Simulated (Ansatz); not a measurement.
Input:

FeS$_{2}$ (pyrite type, space group Pa-3)

```
FeS2
1.0
    5.40354     0.00000     0.00000
    0.00000     5.40354     0.00000
    0.00000     0.00000     5.40354
Fe S
4 8
Direct
  0.00000   0.00000   0.00000
  0.50000   0.50000   0.00000
  0.00000   0.50000   0.50000
  0.50000   0.00000   0.50000
  0.38261   0.38261   0.38261
  0.88261   0.11739   0.61739
  0.61739   0.88261   0.11739
  0.11739   0.61739   0.88261
  0.61739   0.61739   0.61739
  0.11739   0.88261   0.38261
  0.38261   0.11739   0.88261
  0.88261   0.38261   0.11739
```

Equation-of-state scan: isotropic scaling of the cell above, V₀ being its volume. The atoms relax within the cell's symmetry.

Level of theory: PBE (plane waves to 420 eV, PAW, scalar-relativistic; Ansatz, a program for electronic structure). k mesh 5×5×5 (Γ-centred), Fermi-Dirac smearing 0.05 eV. The energy includes the smearing's −TS. Stress and pressure are positive under compression. FeS2 is run without spin polarisation. FeS2 was relaxed with its symmetry unable to fall. The PAW data are Ansatz's earlier set. The zero of ΔE is the relaxed starting cell.

The scan covers V/V₀ from 0.840 to 1.160 in 9 points.

Problem. What is the fitted pressure derivative B₀′?

Solution. 4.8.

Problem. What bulk modulus B₀ follows from a third-order Birch-Murnaghan fit?

Solution. 156 GPa.

(A scan under strain: stresses follow from slopes of the energy per volume, elastic moduli from its curvatures.)
